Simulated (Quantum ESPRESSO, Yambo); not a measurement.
CsCdCl3 (cubic perovskite, space group Pm-3m, No. 221). The geometry is that of Materials Project entry mp-568544, symmetrised and not relaxed again. Chain: PBEsol (Quantum ESPRESSO, PseudoDojo norm-conserving, 102 Ry, with spin-orbit coupling); G0W0 in Yambo (2×2×2 Γ-centred k mesh, bands 9 to 312 and a 6 Ry block in the screening, 312 bands in G with the Bruneval-Gonze terminator, plasmon pole fitted at 27.2 eV); BSE (4×4×4 mesh, 18 valence and 2 conduction bands, static screening with 158 bands and a 3 Ry block, scissor 2.39 eV, Tamm-Dancoff).

```json
{
  "PBEsol gap (dense path)": "1.62 eV",
  "PBEsol gap R → Γ on the GW mesh": "1.62 eV",
  "PBEsol smallest direct gap on the GW mesh, at Γ": "2.06 eV",
  "G0W0 direct gap at that point": "4.45 eV",
  "G0W0 correction to the gap R → Γ": "2.18 eV",
  "lowest_exciton": "no binding energy given (see below)"
}
```

Rough cost of the Yambo steps against G0W0 for 11 states: BSE about 2×.

Nearest settings tried, and what they do to the gap: 206 bands in W, 206 bands in G: +140 meV; 5 Ry block (203 vectors against 257): -23 meV. Not varied: mesh. So the settings aren't converged at that level. The k mesh is coarse. The BSE states are vertical excitations (zero momentum); the indirect quasiparticle gap, about 3.80 eV, is smaller than the direct one (4.45 eV on the GW mesh). The lowest state covers only about 1 of the 64 k points, so the mesh doesn't resolve it: its energy and its distance from the direct gap are mesh artefacts. An extended exciton needs a far denser mesh.

The cell is held in this high symmetry; tilts and polar distortions were not searched.
